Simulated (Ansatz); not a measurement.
**Two states of NiPtF₆**

```
CELL_PARAMETERS angstrom
2.44237 1.41010 4.51813
-2.44237 1.41010 4.51813
0.00000 -2.82021 4.51813
ATOMIC_POSITIONS crystal
Ni 0.50000 0.50000 0.50000
F 0.24200 0.62700 0.88200
F 0.88200 0.24200 0.62700
F 0.62700 0.88200 0.24200
F 0.75800 0.37300 0.11800
F 0.11800 0.75800 0.37300
F 0.37300 0.11800 0.75800
Pt 0.00000 0.00000 0.00000
```

The numbers come from plane-wave PAW DFT (Ansatz): r2SCAN, 500 eV, 5×5×5 Γ-centred k points, cold occupations (width 0.0437 eV). Nothing was relaxed.

State A: no moments (no spin polarisation). State B: Ni1 up (collinear spin).

Q: Which state is lower, and how do they differ?

A: State B is lower by 237.4 meV an atom at zero smearing.

| state | free energy (meV/atom) | largest moment in a small sphere (μB) | net moment (μB/cell) | gap on mesh (eV) | pressure (GPa) | largest force (eV/Å) |
| --- | --- | --- | --- | --- | --- | --- |
| A | 237.4 | 0.00 | 0.00 | metal | 14.3 | 2.06 |
| B | 0.0 | 1.68 | 2.00 | 2.31 | 14.6 | 1.50 |

Origin: a database entry at a rescaled volume. Caveats: no spin-orbit coupling, which can shift this gap by tenths of an eV; atoms or cell far from equilibrium; gaps of Fe, Co and Ni magnets come out low on these datasets; the Fermi level lies in a narrow band between gaps, which spin or distortion may split; forces this large suggest misplaced atoms in the database entry; the k mesh is coarse if the cell is a metal.
